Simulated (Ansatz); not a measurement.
What a change of settings does: Ca (fcc type)

First run: DFT, PBEsol, PAW with Ansatz's default frozen-core files, scalar-relativistic (Ansatz 0.2.0).

Command: `ansatz run input.yaml --threads 2 --pin off --max-ram 5120MiB --backend cpu --events-out ev --progress --plain --runs-dir out` It took 4.4 s on 2 threads of Arm Neoverse V1, with other jobs on the host, peak memory 0.42 GiB.

```yaml
crystal:
  lattice:
    - [0.0, 2.7279895927, -2.7279895927]
    - [-2.7279895927, 0.0, 2.7279895927]
    - [5.4559791854, 5.4559791854, 5.4559791854]
  atoms:
    - { symbol: Ca, position: [0.0, 0.0, 0.0] }
    - { symbol: Ca, position: [0.333333333, 0.666666667, 0.333333333] }
    - { symbol: Ca, position: [0.666666667, 0.333333333, 0.666666667] }
kpoints:
  mp_grid: { grid: [11, 11, 4] }
scf:
  occupations: { method: fermi_dirac, width: 0.1 }
hamiltonian:
  xc: pbesol
  pseudopotentials: { kind: paw }
output:
  forces: true
  stress: true
  eigenvalues: true
```

The base cell comes from a relaxation on PAW files under the same functional.

This run: bulk in the slab's orientation.

It converges in 6 SCF iterations at a pressure of 0.01 GPa, cutoff 420 eV.

A second input differs as follows:

```diff
   occupations: { method: fermi_dirac, width: 0.1 }
+  max_iter: 80
 hamiltonian:
   pseudopotentials: { kind: paw }
+  hubbard: { sites: [{ species: Ca, l: p, u_eff: 20.0 }] }
 output:
```

Task: What is wrong with it, and what does the program do?

Result: The change was made to test an enormous or negative U. The run converges in 7 SCF iterations at a pressure of 10.14 GPa, cutoff 420 eV. Compare each number with the sound run's before taking it for a property of the system. The log ends:
```
       10.135813      -0.002521      -0.002521
       -0.002521      10.135813      -0.002521
       -0.002521      -0.002521      10.135813
  P = ⅓ Tr σ = 10.1358 GPa (101.358 kbar)
--- Band table (eV; the first three rows and the last of 58) ---
  k-point 0: bands = ["-35.4335", "-34.9874", "-34.9874", "-16.5327", "-16.5327", "-16.4161", "-16.4161", "-16.4161", "-16.4161", "-16.3702", "-16.3673", "-16.3673", "1.1521", "4.6588", "4.6588", "8.1346", "8.1363", "8.1363", "8.2798", "8.2798", "8.2798", "8.2798", "9.3959"]
  k-point 1: bands = ["-35.2840", "-34.8365", "-34.6872", "-16.5502", "-16.5089", "-16.4764", "-16.4268", "-16.4268", "-16.4009", "-16.4009", "-16.3721", "-16.3721", "2.6672", "4.4660", "4.6903", "8.0595", "8.0595", "8.3197", "8.3197", "8.4592", "8.5480", "8.5480", "9.3441"]
  k-point 2: bands = ["-35.4150", "-34.5431", "-34.5431", "-16.5453", "-16.5453", "-16.4967", "-16.4306", "-16.4306", "-16.3848", "-16.3848", "-16.3848", "-16.3848", "4.1977", "4.1977", "4.3579", "7.9767", "7.9767", "8.6271", "8.6271", "8.6271", "8.6271", "9.0053", "9.0053"]
  k-point 57: bands = ["-35.3546", "-35.3546", "-35.3285", "-16.5953", "-16.5953", "-16.5876", "-16.5876", "-16.5751", "-16.5632", "-16.5310", "-16.5310", "-16.4947", "6.9622", "7.5858", "7.5858", "8.7464", "9.0523", "9.0523", "9.5511", "9.5511", "9.6445", "9.9363", "9.9810"]
Occupation matrices written to <dir>
```
